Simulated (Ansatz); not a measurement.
The cell is a 4-atom cell of Mg2NCl (R-3m) from a materials database; cell and atoms were relaxed with r2SCAN. Space group R-3m (No. 166), trigonal; conventional cell a = 3.293 Å, c = 17.814 Å, 13.94 Å³ an atom. Mg has 3 N at 2.15 Å and 3 Cl at 2.74 Å; N has 6 Mg at 2.15 Å; Cl has 6 Mg at 2.74 Å.

5 runs of the plane-wave code Ansatz on this cell differ in the functional (and in the settings that go with it). Levels are in eV from each run's valence top; v1 is the last filled band, c1 the first empty one.

Run A, mean stress 0.0 GPa (compression positive):
```tsv
point	v4	v3	v2	v1	c1	c2
Γ	-2.59	-1.03	0.00	0.00	3.12	6.10
T	-2.58	-2.58	-0.03	-0.03	5.44	5.79
H₂	-4.98	-2.70	-2.62	-0.97	5.29	5.78
L	-3.95	-3.44	-1.48	-0.81	4.98	6.62
S₀	-4.98	-2.78	-2.58	-0.99	5.25	6.23
F	-3.46	-3.12	-0.82	-0.75	3.86	4.67
```

Run B, mean stress -0.3 GPa (compression positive):
```tsv
point	v4	v3	v2	v1	c1	c2
Γ	-2.55	-1.02	0.00	0.00	4.35	7.43
T	-2.54	-2.54	-0.03	-0.03	6.83	7.09
H₂	-5.09	-2.94	-2.79	-1.01	6.74	7.18
L	-4.30	-3.45	-1.57	-0.88	6.45	7.99
S₀	-5.09	-3.03	-2.76	-1.03	6.67	7.71
F	-3.48	-3.27	-0.83	-0.81	5.23	6.00
```

Run C, mean stress 0.0 GPa (compression positive):
```tsv
point	v4	v3	v2	v1	c1	c2
Γ	-2.53	-1.02	0.00	0.00	4.11	7.19
T	-2.52	-2.52	-0.03	-0.03	6.57	6.84
H₂	-5.05	-2.91	-2.76	-1.00	6.49	6.93
L	-4.26	-3.42	-1.56	-0.87	6.20	7.74
S₀	-5.05	-3.00	-2.73	-1.02	6.43	7.45
F	-3.45	-3.24	-0.83	-0.80	4.99	5.76
```

Run D, mean stress -0.3 GPa (compression positive):
```tsv
point	v4	v3	v2	v1	c1	c2
Γ	-2.54	-1.02	0.00	0.00	3.65	6.71
T	-2.52	-2.52	-0.03	-0.03	6.09	6.36
H₂	-5.05	-2.90	-2.76	-1.00	6.00	6.44
L	-4.26	-3.43	-1.55	-0.87	5.70	7.25
S₀	-5.05	-2.99	-2.73	-1.01	5.93	6.96
F	-3.46	-3.25	-0.83	-0.80	4.50	5.28
```

Run E, mean stress +2.4 GPa (compression positive):
```tsv
point	v4	v3	v2	v1	c1	c2
Γ	-2.36	-0.99	0.00	0.00	2.44	5.44
T	-2.35	-2.35	-0.03	-0.03	4.73	5.05
H₂	-4.74	-2.69	-2.56	-0.95	4.73	5.15
L	-3.93	-3.18	-1.48	-0.79	4.43	5.94
S₀	-4.74	-2.77	-2.53	-0.97	4.68	5.62
F	-3.21	-3.01	-0.79	-0.72	3.29	4.07
```

Question: Match the runs to PBE, r2SCAN, HSE06, DDH-PBE0, PBE0.

Answer: A is r2SCAN, B is PBE0, C is DDH-PBE0, D is HSE06, E is PBE. In order of the gap: PBE 2.44, r2SCAN 3.12, HSE06 3.65, DDH-PBE0 4.11, PBE0 4.35 eV.

No spin polarisation and no zero-point or thermal motion.

The program warns that its thresholds are loose for a hybrid's stress.
